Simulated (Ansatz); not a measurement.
## A sheet of SnSe₂ under strain

A free-standing layer, 3 atoms in a cell of 3.825 × 3.825 Å at 120° (P-3m1), 3.20 Å between its outer nuclei. Ansatz: PBE+D3(BJ), PAW, 420 eV, 12×12×1 mesh. It is strained by x per cent equally along both axes, atoms relaxed; y is the tensile stress along x per length. The small cell can't ripple, as a free sheet would under compression.

```tsv
x (%)	y (N/m)
-4.0	-3.83
-2.0	-1.73
0.0	0.01
2.0	1.43
4.0	2.58
7.0	?
```

Problem. Fit y = c1 x + c2 x² to the other rows, give the stiffness, and predict the missing row.

Solution. Least squares on the rows shown. y = 0.7990 x − 0.03897 x². The stiffness C11 + C12 is 100 c1 = 80 N/m. At x = 7.0 the fit asked for gives 3.68 N/m. The run gave 3.86 N/m, so the fit is 0.18 N/m too low, 2.3 % of the span of the series, against an rms of 0.01 N/m on the fitted rows. The row lies outside the fitted range. With a term in x³ added, a fit to the same known rows predicts 3.92 N/m, so most of the miss is curvature that the known rows already hold.